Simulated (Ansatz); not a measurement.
SiC (zinc blende)

```xyz
2
Lattice="0.0000 2.1782 2.1782 2.1782 0.0000 2.1782 2.1782 2.1782 0.0000" Properties=species:S:1:pos:R:3 pbc="T T T"
C      1.0891     1.0891     1.0891
Si     0.0000     0.0000     0.0000
```

Equation-of-state scan: isotropic scaling of the cell above, V₀ being its volume. Symmetry pins the atoms to their sites.

Calculation: r2SCAN (plane waves to 500 eV, PAW, scalar-relativistic; Ansatz, a quantum-chemistry and plane-wave program). k mesh 14×14×14 (Γ-centred), Fermi-Dirac smearing 0.05 eV. The energy includes the smearing's −TS. Compression counts positive. SiC was relaxed with its symmetry unable to fall. ΔE is measured from the relaxed starting cell.

```csv
V (Å³/atom),ΔE (meV/atom)
9.714,29.2
9.838,18.3
9.962,10.1
10.086,4.4
10.210,1.1
10.334,0.0
10.458,1.0
10.582,withheld
10.706,9.0
10.830,15.6
10.954,24.0
```

**Question.** Fit a third-order Birch-Murnaghan form (E₀, V₀, B₀, B₀′ free) to the given rows and predict ΔE at V = 10.582.

**Answer.** Least squares on the 10 given rows: ΔE = E₀ + (9V₀B₀/16)·y²·[2 + (B₀′ − 4)y], y = (V₀/V)^(2/3) − 1, with V₀ = 10.334 Å³/atom, B₀ = 227.4 GPa (160.2 GPa = 1 eV/Å³; the term in eV is multiplied by 1000), B₀′ = 3.85, E₀ = 0.00 meV/atom; root-mean-square residual 0.03 meV/atom. At 10.582 the fit gives 4.1 meV/atom; the calculation gives 4.1 meV/atom, the same to the digits shown. For the pressure the fit gives -5.2 GPa against the computed -5.1 GPa.

(Under strain, the slope of the energy per volume gives the stress and its curvature an elastic modulus.)
